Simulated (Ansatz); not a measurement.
MgS: a film clamped to a substrate

Computed with DFT r2SCAN, scalar-relativistic, plane waves, PAW (Ansatz 0.2.0). The runs took a 500 eV cutoff, a Γ-centred 8×8×8 mesh and Gaussian smearing (0.05 eV). No spin polarisation. Energies are free energies at this smearing, counted from the undisturbed cell; pressure is positive in compression.

The starting cell (as given, not relaxed at this level; it stands at 0.0 GPa):

```
CELL_PARAMETERS angstrom
0.00000 2.60165 2.60165
2.60165 0.00000 2.60165
2.60165 2.60165 0.00000
ATOMIC_POSITIONS crystal
Mg 0.00000 0.00000 0.00000
S 0.50000 0.50000 0.50000
```

The cell (2 atoms, V0 = 35.22 Å³) is strained by p along both x and y and by q along z, fractional coordinates fixed. τp = (1/V0) ∂E/∂p = (σxx + σyy)(1 + p)(1 + q) and τq = (1/V0) ∂E/∂q = σzz(1 + p)², with tension positive.

| p | q | ΔE (meV/atom) | τp (GPa) | τq (GPa) |
| --- | --- | --- | --- | --- |
| 0.000 | 0.000 | 0.00 | 0.02 | 0.01 |
| -0.040 | 0.000 | 39.70 | -19.44 | -3.47 |
| 0.040 | 0.000 | 29.85 | 12.62 | 3.55 |
| 0.000 | -0.040 | 15.61 | -3.67 | -7.70 |
| 0.000 | 0.040 | 11.38 | 3.39 | 4.77 |

**Question.** Get the second derivatives of the energy density.

**Answer.** Central differences give A = ∂τp/∂p = 401 GPa (C11 + C22 + 2 C12), C = ∂τq/∂q = 156 GPa (C33) and the cross term B = ∂τq/∂p = 88 GPa (C13 + C23); ∂τp/∂q = 88 GPa must equal B, and any difference shows higher-order terms. Steps this large leave an error of some per cent of A or C in all of these, which can swamp a small B. The ions are clamped. In a cubic crystal C11 = C = 156, C12 = B/2 = 44 GPa and A should be 2(C11 + C12) = 400 GPa; the bulk modulus is (C11 + 2 C12)/3 = 81 GPa.

**Question.** A film of this crystal grows with z along the normal on a substrate that imposes p. How does its thickness respond, and what does the misfit cost?

**Answer.** Count p and q from the stress-free cell. A free surface needs τq = 0, so q = −(B/C) p = -0.56 p. The energy density left is (A − B²/C) p²/2 = M p², with the biaxial modulus M = 176 GPa; a misfit of 1 % costs 1.93 meV/atom, against 2.20 meV/atom if the thickness were held.

At p = 0.080 the energies along q are 110.4 (q = -0.080), 87.1 (q = -0.040), 103.9 (q = 0.000), 145.2 (q = 0.040), 200.2 (q = 0.080) meV/atom.

**Question.** Does the linear rule hold at this misfit?

**Answer.** A parabola through the lowest point and its neighbours has its minimum at q = -0.037, 86.9 meV/atom. With the stress left in the starting cell, τp0 and τq0, linear elasticity gives q = −(τq0 + Bp)/C = -0.045 and E = V0(τp0 p + τq0 q + Ap²/2 + Bpq + Cq²/2)/N = 123.6 meV/atom. The energies differ by more than a tenth, so the quadratic law fails here: the gap holds the anharmonic part, with some error from the wide steps. Cubic terms also shift the vertex of so wide a parabola.